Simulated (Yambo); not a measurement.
Absorption of NaCoO2 (space group P6_3/mmc, No. 194) with and without the electron-hole interaction (Yambo, PBEsol bands; 9×9×2 mesh, 10 valence and 5 conduction bands, static screening with 65 bands and a 3 Ry block, scissor 0.80 eV, Tamm-Dancoff; field along x). Axes are Cartesian, with cell vectors (Å) (2.88, 0.00, 0.00), (-1.44, 2.49, 0.00), (0.00, 0.00, 10.39).

| E (eV) | Im ε, BSE | Im ε, independent quasiparticles |
|---|---|---|
| 0.00 | 0.22 | 0.13 |
| 0.10 | 0.24 | 0.14 |
| 0.20 | 0.27 | 0.15 |
| 0.30 | 0.30 | 0.16 |
| 0.40 | 0.35 | 0.18 |
| 0.50 | 0.40 | 0.19 |
| 0.60 | 0.46 | 0.21 |
| 0.71 | 0.55 | 0.24 |
| 0.81 | 0.67 | 0.26 |
| 0.91 | 0.84 | 0.30 |
| 1.01 | 1.09 | 0.34 |
| 1.11 | 1.51 | 0.39 |
| 1.21 | 2.29 | 0.46 |
| 1.31 | 3.82 | 0.56 |
| 1.41 | 5.99 | 0.70 |
| 1.51 | 6.64 | 0.91 |
| 1.61 | 7.84 | 1.28 |
| 1.71 | 9.92 | 1.91 |
| 1.81 | 9.64 | 2.77 |
| 1.91 | 8.50 | 3.73 |
| 2.02 | 8.80 | 4.49 |
| 2.12 | 10.2 | 5.25 |
| 2.22 | 11.5 | 6.93 |
| 2.32 | 9.42 | 8.74 |
| 2.42 | 6.90 | 9.49 |
| 2.52 | 5.20 | 9.56 |
| 2.62 | 4.20 | 9.93 |
| 2.72 | 3.26 | 9.20 |
| 2.82 | 2.56 | 8.54 |
| 2.92 | 2.22 | 8.81 |
| 3.02 | 1.92 | 7.85 |
| 3.12 | 1.79 | 5.74 |
| 3.22 | 1.67 | 4.27 |
| 3.33 | 1.63 | 3.18 |
| 3.43 | 1.77 | 2.57 |
| 3.53 | 2.15 | 2.05 |
| 3.63 | 2.92 | 1.62 |
| 3.73 | 4.50 | 1.38 |
| 3.83 | 7.91 | 1.31 |
| 3.93 | 13.7 | 1.37 |
| 4.03 | 14.3 | 1.60 |
| 4.13 | 10.2 | 2.09 |
| 4.23 | 8.46 | 3.10 |
| 4.33 | 7.42 | 4.76 |
| 4.43 | 6.96 | 6.52 |
| 4.53 | 7.60 | 8.34 |
| 4.64 | 7.43 | 8.82 |
| 4.74 | 6.17 | 7.65 |
| 4.84 | 5.90 | 7.54 |
| 4.94 | 5.72 | 7.61 |
| 5.04 | 5.21 | 7.82 |

The scissor comes from a G0W0 run whose convergence isn't established. Broadening 0.15 eV. The band window holds all transitions up to 5.1 eV. Fine structure above the onset can come from the mesh.

The 3d shell has no Hubbard U; the runs are without spin polarisation, and magnetic order was not tried.

Geometry of the Materials Project entry, not relaxed at this level; primitive cell a = 2.877 Å, b = 2.877 Å, c = 10.390 Å, α = 90.00°, β = 90.00°, γ = 120.00°.

The structure is a Materials Project entry; no match was found in the copy of COD used, and its stability was not checked.
